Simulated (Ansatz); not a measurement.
One crystal and one scan (frozen-phonon scan) at two levels, r2SCAN (plane waves to 500 eV, PAW, scalar-relativistic; Ansatz, a first-principles code) and PBE (plane waves to 420 eV, PAW, scalar-relativistic; Ansatz), each from its own relaxed cell and on its own mesh. The cell shown is that of r2SCAN.

Relaxed CaO (rock salt):

```
CaO
1.0
    0.00000     2.39740     2.39740
    2.39740     0.00000     2.39740
    2.39740     2.39740     0.00000
O Ca
1 1
Direct
  0.00000   0.00000   0.00000
  0.50000   0.50000   0.50000
```

The atoms are displaced by Q × the pattern below (from a DFPT mode at Γ, largest move 1; Q in Å), at fixed cell. It is one choice among 3 degenerate patterns.

| atom | x | y | z |
|---|---|---|---|
| O1 | 0.000 | 0.000 | 1.000 |
| Ca2 | 0.000 | 0.000 | -0.399 |

CaO was relaxed with its symmetry unable to fall. Percentages come from the unrounded values.

Results of r2SCAN:

- Lattice constant a (Å): 4.795
- Harmonic wavenumber from the curvature (finite differences) (cm⁻¹ (negative: imaginary)): 284
- Shape of the curve: a single well with its minimum at or next to zero displacement

Task: What does PBE give for the same quantities?

Result: 
| quantity | PBE | r2SCAN − PBE |
|---|---|---|
| Lattice constant a (Å) | 4.831 | -0.036 (-0.7 %) |
| Harmonic wavenumber from the curvature (finite differences) (cm⁻¹ (negative: imaginary)) | 255 | +29 (+11 %) |

r2SCAN gives the higher value for: harmonic wavenumber from the curvature. r2SCAN gives the lower value for: lattice constant a. Both give the same shape of the curve: a single well with its minimum at or next to zero displacement. Neither level is exact: the differences show how much the result hangs on the functional.

(For displaced atoms, the force is minus the slope of the energy, and its curvature is a force constant, which sets phonon frequencies.)
